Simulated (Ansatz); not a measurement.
A geometry of Pt away from equilibrium: step 3 of the relaxation of a relaxed Pt cell displaced along its unstable phonon at q = (½, 0, 0) of its primitive reciprocal cell (29i cm⁻¹), largest move 0.15 Å. The numbers are results of PBEsol (plane waves to 420 eV, PAW, scalar-relativistic; Ansatz, a quantum-chemistry and plane-wave program), not measurements. Γ-centred k-mesh 4×8×12 on the run's cell (coarser than for final values), Fermi–Dirac smearing 0.05 eV. The plane waves were selected for a different cell earlier on the path.

```yaml
crystal:
  lattice:
    - [8.85787, 0.11494, 0.00000]
    - [-2.16470, 3.74936, 0.00000]
    - [0.00000, 0.00000, 2.70064]
  atoms:
    - { symbol: Pt, position: [0.00000, 0.00000, 0.96911] }
    - { symbol: Pt, position: [0.50000, 0.00000, 0.03089] }
    - { symbol: Pt, position: [0.17323, 0.67323, 0.35837] }
    - { symbol: Pt, position: [0.67323, 0.67323, 0.64163] }
    - { symbol: Pt, position: [0.32677, 0.32677, 0.64163] }
    - { symbol: Pt, position: [0.82677, 0.32677, 0.35837] }
```

**Question.** Give the Cartesian forces on all atoms (eV/Å).

**Answer.** 
```json
[
 {"atom": "Pt1", "Fx": "0.00", "Fy": "0.00", "Fz": "-0.07"},
 {"atom": "Pt2", "Fx": "0.00", "Fy": "0.00", "Fz": "0.07"},
 {"atom": "Pt3", "Fx": "-0.72", "Fy": "-0.42", "Fz": "-0.35"},
 {"atom": "Pt4", "Fx": "-0.72", "Fy": "-0.42", "Fz": "0.35"},
 {"atom": "Pt5", "Fx": "0.72", "Fy": "0.42", "Fz": "0.35"},
 {"atom": "Pt6", "Fx": "0.72", "Fy": "0.42", "Fz": "-0.35"}
]
```

The path ends in Fm-3m (No. 225) (fcc (Cu type)). No spin polarisation in the result.

The run could not lose the symmetry of its start.

Of the parent cell (P6/mmm (No. 191)): it is a generated cell of Pt: the first start was made by placing the elements on the sites of a structure type, and the end was not matched to a known phase here, so it may be hypothetical. Known forms of Pt include space group No. 225.
